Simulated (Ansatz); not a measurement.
Method: PBE, no spin polarisation; PAW, plane waves to 420 eV, 6×6×6 Γ-centred mesh, cold occupations (width 0.0445 eV) (Ansatz 0.2.0), atoms fixed.

Computed maps in the lattice plane spanned by a (left to right, 5.62 Å, 17 points from zero) and b (bottom to top, 5.62 Å, 17 points from zero), 115° apart, at height 0.000 along c. The fields are smooth PAW ones with compensation charges, not the true ones near nuclei.

Valence density. Digits on a logarithmic scale: 0 up to 0.03 e/Å³, each further digit a factor of 1.6, 9 from 1.3 e/Å³ up:
```
99854455554435899
98644566654335799
75445677654434678
44456777754433455
34567767765443333
45677667765444434
55677777665554444
55667776666665555
55555666666777665
54444555667777765
44344445677667765
33333445677677654
45543344577776544
78764344567765445
99975334566654468
99985344555544589
89974345555434799
```

ELF. Ten even steps from '0' (0.01) to '9' (0.86):
```
49921343322202995
99403677643202899
72026888764201589
11368745765210122
13687102764321000
24784005754332222
23785257644445432
23677776544566642
22466654456777763
22345444467525873
22222334575004874
10001234672017863
12210125675478631
79851024678886202
99982023467763049
45992022233431299
04971122222211794
```

Q: The cell is SrRe2B2. Which atoms lie within 0.2 Å of this plane, and where (fractions of a and b)?

A: Sr at (0.00, 0.00), B at (0.33, 0.67), B at (0.67, 0.33). The whole cell:
```
Re Sr B
1.0
     0.00000    4.74290    3.02215
     0.00000   -4.74290    3.02215
     5.38528    0.00000   -3.02215
Re Sr B
4 2 4
Direct
  0.36990 0.36990 0.73980
  0.63010 0.63010 0.26020
  0.38010 0.88010 0.76020
  0.11990 0.61990 0.23980
  0.00000 0.00000 0.00000
  0.75000 0.25000 0.50000
  0.32800 0.67200 0.00000
  0.67200 0.32800 0.00000
  0.42200 0.57800 0.50000
  0.07800 0.92200 0.50000
```

Origin: a known structure type with other elements, at an estimated volume, so it need not be a known compound. Caveats: many states at the Fermi level without spin polarisation, so a magnetic state may lie lower.
